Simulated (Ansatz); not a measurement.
NaAu₂ (cubic Laves (MgCu2 type), Fd-3m), a = b = c = 7.851 Å, α = β = γ = 90.00°; the cell used has 6 atoms.

Relaxed with r²SCAN.

Which orbitals make up the states near the Fermi level in r²SCAN (plane waves, PAW; program Ansatz)?

Within 0.5 eV of the Fermi level: Au 6s 34 %, Na 3s 23 %, Au 5d 20 %, outside the projected shells 22 %. Projections are on Löwdin-orthogonalised atomic valence shells; empty p or d shells of many metals are not among them.

Tabulate the density of states.

States/eV per cell of 6 atoms, in 0.25 eV bins, energy from the Fermi level.

```tsv
E (eV)	total	Au 5d	Au 6s	Na 3s
-7.85	1.54	0.69	0.79	0.04
-7.60	1.31	0.62	0.66	0.02
-7.35	1.04	0.51	0.50	0.01
-7.10	0.45	0.24	0.21	0.00
-6.85	0.50	0.30	0.19	0.00
-6.60	5.11	4.14	0.90	0.05
-6.35	7.19	6.01	1.01	0.14
-6.10	7.20	6.39	0.57	0.20
-5.85	9.91	8.88	0.75	0.23
-5.60	9.39	8.45	0.70	0.18
-5.35	12.58	11.42	0.79	0.30
-5.10	12.24	11.10	0.74	0.30
-4.85	8.94	8.12	0.57	0.16
-4.60	10.21	9.17	0.71	0.21
-4.35	9.54	8.47	0.76	0.18
-4.10	10.18	9.09	0.82	0.15
-3.85	10.26	9.26	0.77	0.12
-3.60	17.28	16.24	0.80	0.13
-3.35	16.75	15.96	0.70	0.03
-3.10	6.48	5.81	0.55	0.03
-2.85	3.36	2.83	0.42	0.03
-2.60	2.93	2.45	0.36	0.03
-2.35	2.70	2.29	0.29	0.03
-2.10	2.31	1.98	0.22	0.02
-1.85	2.05	1.83	0.15	0.01
-1.60	0.81	0.39	0.22	0.14
-1.35	1.51	0.53	0.45	0.41
-1.10	1.33	0.41	0.43	0.36
-0.85	1.30	0.35	0.43	0.35
-0.60	1.31	0.32	0.44	0.36
-0.35	1.34	0.29	0.45	0.37
-0.10	1.47	0.30	0.48	0.39
0.15	1.60	0.31	0.54	0.38
0.40	1.78	0.36	0.66	0.30
0.65	1.49	0.28	0.58	0.16
0.90	1.43	0.19	0.43	0.21
1.15	1.85	0.17	0.36	0.39
1.40	1.92	0.14	0.29	0.51
1.65	2.40	0.16	0.37	0.46
1.90	2.02	0.13	0.31	0.31
2.15	1.23	0.08	0.19	0.22
2.40	2.06	0.14	0.39	0.21
2.65	1.45	0.10	0.29	0.13
2.90	1.31	0.08	0.25	0.11
3.15	1.53	0.09	0.29	0.14
3.40	1.55	0.08	0.29	0.16
3.65	1.52	0.07	0.27	0.16
3.90	1.51	0.08	0.34	0.16
4.15	1.74	0.09	0.46	0.19
4.40	2.09	0.10	0.58	0.25
4.65	2.03	0.09	0.55	0.23
```

The workflow started from an entry of the Crystallography Open Database (COD). Its standing as an ambient phase is unchecked. Symmetry was held in the r²SCAN relaxation; whether a distortion lowers the energy is not shown. Scalar-relativistic: spin–orbit coupling is off unless named, which matters more the heavier the elements.

Potentials: the later of the program's two PAW sets.
